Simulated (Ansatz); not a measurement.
One stationary structure of Rb. Space group Im-3m (No. 229), bcc (W type). All values below come from r2SCAN (plane waves to 500 eV, PAW, scalar-relativistic; Ansatz, an electronic-structure program).

```xyz
1
Lattice="-2.8742 2.8742 2.8742 2.8742 -2.8742 2.8742 2.8742 2.8742 -2.8742" Properties=species:S:1:pos:R:3 pbc="T T T"
Rb     0.0000     0.0000     0.0000
```

```yaml
volume_per_atom: 94.98 Å³
band_gap: zero (metallic)
shortest_distances: 
k-mesh: 12×12×12
```

Band energies at high-symmetry points (eV from the Fermi level; labels of this space group; no spin-orbit coupling), from −5 eV up to 2.7 eV:

```json
[
 {"point": "Γ", "energies": "-2.03"},
 {"point": "H", "energies": "1.35 1.35"},
 {"point": "N", "energies": "0.36 0.69"},
 {"point": "P", "energies": "1.34 1.34 1.34"}
]
```

No spin polarisation in the result.

The run could not lose the symmetry of its start.
